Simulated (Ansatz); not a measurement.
CuCl (zinc blende): values from a third-order Birch-Murnaghan fit to a volume scan beside measured ones. Computed values: PBE (plane waves to 420 eV, PAW, scalar-relativistic; Ansatz, a program for electronic structure). CuCl is run without spin polarisation. CuCl was relaxed with its symmetry unable to fall.

```json
[
 {"quantity": "Lattice constant a (Å)", "reference": "5.4093", "kind": "measured at or taken to low temperature"},
 {"quantity": "Bulk modulus B₀ (GPa)", "reference": "38.1", "kind": "measured, room temperature or unstated"}
]
```

References as given in: arXiv:1206.3780; Abhijith M. Gopakumar, M. K. Gupta, R. Mittal et al., Physical Chemistry Chemical Physics (2017), arXiv:1612.07068. Values not taken to low temperature hold thermal and zero-point shifts that a static calculation lacks, so small differences there are no errors of the method.

Question: What does PBE give, and how far is that from the reference?

Answer: 
| quantity | PBE | difference |
|---|---|---|
| Lattice constant a (Å) | 5.424 | +0.3 % |
| Bulk modulus B₀ (GPa) | 48.7 | +27.8 % |

For the lattice constant a it lies within 0.3 % of the reference.

(A scan under strain: stresses follow from slopes of the energy per volume, elastic moduli from its curvatures.)
